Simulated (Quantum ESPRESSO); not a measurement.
## MgAlInGaSP3 (input and log of a self-consistent run)

A calculation, not a measurement. The program is pw.x of Quantum ESPRESSO 7.5 (plane-wave density functional theory). The cell is made up: 8 atoms on a zincblende/diamond lattice, with randomly drawn elements, strain and displacements, not relaxed. PseudoDojo standard norm-conserving files (v0.5 for PBE, v0.4.1 for LDA and PBEsol) set the functional; there is no spin polarisation, spin-orbit coupling or dispersion term, and the masses in the input are unused placeholders.

Input:

```
&control calculation='scf', pseudo_dir='./dojo.nc.sr.pbe.v0_5.standard.upf', outdir='./o', disk_io='medium', tprnfor=.true., tstress=.true. /
&system ibrav=0, nat=8, ntyp=6, nbnd=36, ecutwfc=105.61755193, nosym=.true., tot_charge=0,
 occupations='smearing', smearing='fd', degauss=0.0018374661
/
&electrons conv_thr=7.350e-09, electron_maxstep=60, /
ATOMIC_SPECIES
Al 1.0 Al.upf
Ga 1.0 Ga.upf
In 1.0 In.upf
Mg 1.0 Mg.upf
P 1.0 P.upf
S 1.0 S.upf
CELL_PARAMETERS angstrom
5.6145 0.0915 -0.0434
0.0915 5.6354 -0.0352
-0.0434 -0.0352 5.6594
ATOMIC_POSITIONS angstrom
Mg 0.0195 -0.0088 -0.057
Al 0.0239 2.758 2.7982
In 2.7503 0.0107 2.8195
Ga 2.8276 2.8305 -0.0289
S 1.4837 1.3565 1.4077
P 1.418 4.2211 4.1368
P 4.1758 1.4881 4.2484
P 4.2595 4.2622 1.3584
K_POINTS automatic
6 6 6 1 1 1
```

The log is shortened where brackets say so; the opening notice, blank lines, dates and the lines on written files are dropped, and the path of the files is cut. It prints rydbergs, bohrs and kilobars, and counts compression as positive stress.

```
     Program PWSCF v.7.5
     Parallel version (MPI & OpenMP), running on       1 processor cores
     Number of MPI processes:                 1
     Threads/MPI process:                     1
     [start-up lines left out]
     bravais-lattice index     =            0
     lattice parameter (alat)  =      10.6116  a.u.
     unit-cell volume          =    1207.9416 (a.u.)^3
     number of atoms/cell      =            8
     number of atomic types    =            6
     number of electrons       =        60.00
     number of Kohn-Sham states=           36
     kinetic-energy cutoff     =     105.6176  Ry
     charge density cutoff     =     422.4702  Ry
     scf convergence threshold =      7.3E-09
     mixing beta               =       0.7000
     number of iterations used =            8  plain     mixing
     Exchange-correlation= PBE
                           (   1   4   3   4   0   0   0)
     [axes and pseudopotential details left out]
   Cartesian axes
     site n.     atom                  positions (alat units)
         1        Mg     tau(   1) = (   0.0034726  -0.0015671  -0.0101506  )
         2        Al     tau(   2) = (   0.0042561   0.4911482   0.4983070  )
         3        In     tau(   3) = (   0.4897770   0.0019055   0.5021002  )
         4        Ga     tau(   4) = (   0.5035426   0.5040591  -0.0051465  )
         5        S      tau(   5) = (   0.2642192   0.2415673   0.2506850  )
         6        P      tau(   6) = (   0.2525193   0.7516989   0.7366867  )
         7        P      tau(   7) = (   0.7436318   0.2650028   0.7565605  )
         8        P      tau(   8) = (   0.7585372   0.7590180   0.2419056  )
     number of k points=   108  Fermi-Dirac smearing, width (Ry)=  0.0018
     Number of k-points >= 100: set verbosity='high' to print them.
     Dense  grid:   177151 G-vectors     FFT dimensions: (  72,  72,  72)
     Estimated max dynamical RAM per process >     242.61 MB
     Initial potential from superposition of free atoms
     starting charge      59.9897, renormalised to      60.0000
     Starting wfcs are   43 randomized atomic wfcs
     total cpu time spent up to now is       71.3 secs
     per-process dynamical memory:   156.8 Mb
     Self-consistent Calculation
     iteration #  1     ecut=   105.62 Ry     beta= 0.70
     Davidson diagonalization with overlap
     ethr =  1.00E-02,  avg # of iterations =  4.3
     Threshold (ethr) on eigenvalues was too large:
     Diagonalizing with lowered threshold
     Davidson diagonalization with overlap
     ethr =  7.72E-04,  avg # of iterations =  1.9
     total cpu time spent up to now is      385.7 secs
     total energy              =    -472.94682368 Ry
     estimated scf accuracy    <       0.46494756 Ry
     iteration #  2     ecut=   105.62 Ry     beta= 0.70
     Davidson diagonalization with overlap
     ethr =  7.75E-04,  avg # of iterations =  3.0
     total cpu time spent up to now is      541.8 secs
     total energy              =    -473.06369934 Ry
     estimated scf accuracy    <       0.15327063 Ry
     iteration #  3     ecut=   105.62 Ry     beta= 0.70
     Davidson diagonalization with overlap
     ethr =  2.55E-04,  avg # of iterations =  2.5
     total cpu time spent up to now is      688.1 secs
     total energy              =    -473.09496777 Ry
     estimated scf accuracy    <       0.00955818 Ry
     iteration #  4     ecut=   105.62 Ry     beta= 0.70
     Davidson diagonalization with overlap
     c_bands:  1 eigenvalues not converged
     c_bands:  1 eigenvalues not converged
     c_bands:  1 eigenvalues not converged
     c_bands:  1 eigenvalues not converged
     c_bands:  1 eigenvalues not converged
     c_bands:  1 eigenvalues not converged
     c_bands:  1 eigenvalues not converged
     c_bands:  1 eigenvalues not converged
     ethr =  1.59E-05,  avg # of iterations = 11.2
     total cpu time spent up to now is      890.6 secs
     total energy              =    -473.09770940 Ry
     estimated scf accuracy    <       0.00172137 Ry
     iteration #  5     ecut=   105.62 Ry     beta= 0.70
     Davidson diagonalization with overlap
     ethr =  2.87E-06,  avg # of iterations =  5.6
     total cpu time spent up to now is     1041.4 secs
     total energy              =    -473.09799035 Ry
     estimated scf accuracy    <       0.00012085 Ry
     iteration #  6     ecut=   105.62 Ry     beta= 0.70
     Davidson diagonalization with overlap
     ethr =  2.01E-07,  avg # of iterations =  2.4
     total cpu time spent up to now is     1199.8 secs
     total energy              =    -473.09801072 Ry
     estimated scf accuracy    <       0.00001578 Ry
     iteration #  7     ecut=   105.62 Ry     beta= 0.70
     Davidson diagonalization with overlap
     ethr =  2.63E-08,  avg # of iterations =  3.6
     total cpu time spent up to now is     1391.8 secs
     total energy              =    -473.09801513 Ry
     estimated scf accuracy    <       0.00000085 Ry
     iteration #  8     ecut=   105.62 Ry     beta= 0.70
     Davidson diagonalization with overlap
     ethr =  1.42E-09,  avg # of iterations =  4.2
     total cpu time spent up to now is     1588.4 secs
     total energy              =    -473.09801559 Ry
     estimated scf accuracy    <       0.00000024 Ry
     iteration #  9     ecut=   105.62 Ry     beta= 0.70
     Davidson diagonalization with overlap
     ethr =  3.93E-10,  avg # of iterations =  2.1
     total cpu time spent up to now is     1716.6 secs
     total energy              =    -473.09801565 Ry
     estimated scf accuracy    <       0.00000002 Ry
     iteration # 10     ecut=   105.62 Ry     beta= 0.70
     Davidson diagonalization with overlap
     ethr =  3.35E-11,  avg # of iterations =  3.4
     total cpu time spent up to now is     1859.8 secs
     End of self-consistent calculation
     [lines on levels left out]
!    total energy              =    -473.09801565 Ry
     estimated scf accuracy    <          2.2E-09 Ry
     smearing contrib. (-TS)   =      -0.00000000 Ry
     internal energy E=F+TS    =    -473.09801565 Ry
     The total energy is F=E-TS. E is the sum of the following terms:
     one-electron contribution =    -254.47706798 Ry
     hartree contribution      =     155.82075397 Ry
     xc contribution           =    -118.73675781 Ry
     ewald contribution        =    -255.70494384 Ry
     convergence has been achieved in  10 iterations
     Forces acting on atoms (cartesian axes, Ry/au):
     atom    1 type  4   force =    -0.01571256   -0.01179490    0.02074440
     atom    2 type  1   force =    -0.02026394    0.01659442    0.01614689
     atom    3 type  3   force =     0.05984960   -0.03074884    0.05053595
     atom    4 type  2   force =     0.02070279    0.04151081   -0.01540339
     atom    5 type  6   force =    -0.06487974    0.07505862   -0.04393342
     atom    6 type  5   force =    -0.02046537   -0.07031937    0.01962494
     atom    7 type  5   force =     0.01697249    0.02793048   -0.01836031
     atom    8 type  5   force =     0.02379672   -0.04823121   -0.02935506
     Total force =     0.184160     Total SCF correction =     0.000139
     Computing stress (Cartesian axis) and pressure
          total   stress  (Ry/bohr**3)                   (kbar)     P=       30.19
   0.00020671  -0.00020580   0.00002661           30.41      -30.27        3.91
  -0.00020580   0.00020581  -0.00004693          -30.27       30.28       -6.90
   0.00002661  -0.00004693   0.00020324            3.91       -6.90       29.90
     init_run     :     67.68s CPU     71.06s WALL (       1 calls)
     electrons    :   1730.01s CPU   1788.55s WALL (       1 calls)
     forces       :     22.64s CPU     22.96s WALL (       1 calls)
     stress       :     86.93s CPU     90.62s WALL (       1 calls)
     [timing details left out]
     PWSCF        :  31m48.07s CPU  32m54.87s WALL
     JOB DONE.
```

In other units: free energy -6436.826 eV for the cell, pressure 3.02 GPa, largest force component 1.930 eV/Å. This run is the check on a run of the same cell at 1143 eV and a 4 x 4 x 4 mesh: rerunning at 1437 eV and a 6 x 6 x 6 mesh moved values by no more than 0.006 eV in energy, 0.02 GPa in stress and 0.003 eV/Å in force.